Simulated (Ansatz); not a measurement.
Here is the system:

Hf2As:
```xyz
36
Lattice="12.4572 0.0000 0.0000 0.0000 15.3546 0.0000 0.0000 0.0000 3.6782" Properties=species:S:1:pos:R:3 pbc="T T T"
Hf     8.1370     7.3313     1.8391
Hf     4.3202     8.0233     1.8391
Hf     1.9084     0.3460     0.0000
Hf    10.5489    15.0087     0.0000
Hf     7.4651     3.7303     1.8391
Hf     4.9921    11.6244     1.8391
Hf     1.2365     3.9470     0.0000
Hf    11.2208    11.4076     0.0000
Hf     1.0585     6.5319     1.8391
Hf    11.3987     8.8227     1.8391
Hf     7.2871     1.1454     0.0000
Hf     5.1701    14.2092     0.0000
Hf    12.1382     1.6117     1.8391
Hf     0.3191    13.7429     1.8391
Hf     5.9096     6.0656     0.0000
Hf     6.5477     9.2890     0.0000
Hf     3.8942     4.5088     1.8391
Hf     8.5630    10.8458     1.8391
Hf    10.1228     3.1685     0.0000
Hf     2.3344    12.1861     0.0000
Hf     4.8140     1.2495     1.8391
Hf     7.6433    14.1051     1.8391
Hf    11.0426     6.4278     0.0000
Hf     1.4146     8.9268     0.0000
As    11.7270     4.4166     1.8391
As     0.7303    10.9380     1.8391
As     5.4983     3.2607     0.0000
As     6.9589    12.0939     0.0000
As     9.2737     1.3408     1.8391
As     3.1835    14.0139     1.8391
As     3.0451     6.3366     0.0000
As     9.4121     9.0181     0.0000
As     2.3649     2.3101     1.8391
As    10.0923    13.0445     1.8391
As     8.5935     5.3672     0.0000
As     3.8637     9.9874     0.0000
```

This is the r²SCAN-relaxed structure.

Q: All from the program Ansatz at the r²SCAN level (PAW), unless another level is named. Estimate the electronic character.

A: metallic (no gap).

Q: What about the density of states at the Fermi level?

A: 0.52 states/eV per atom (mean over ±0.08 eV).

Space group Pnnm. The first step of the workflow began from a Materials Project structure, measured or hypothetical; the Crystallography Open Database copy checked does not list it. Whether it is the stable phase at ambient conditions was not checked. Symmetry was held in the r²SCAN relaxation; its stability against distortions is not shown here. The run is not spin-polarised. Scalar-relativistic: spin–orbit coupling is off unless named, which matters more the heavier the elements.

Potentials: the later of the program's two PAW sets.
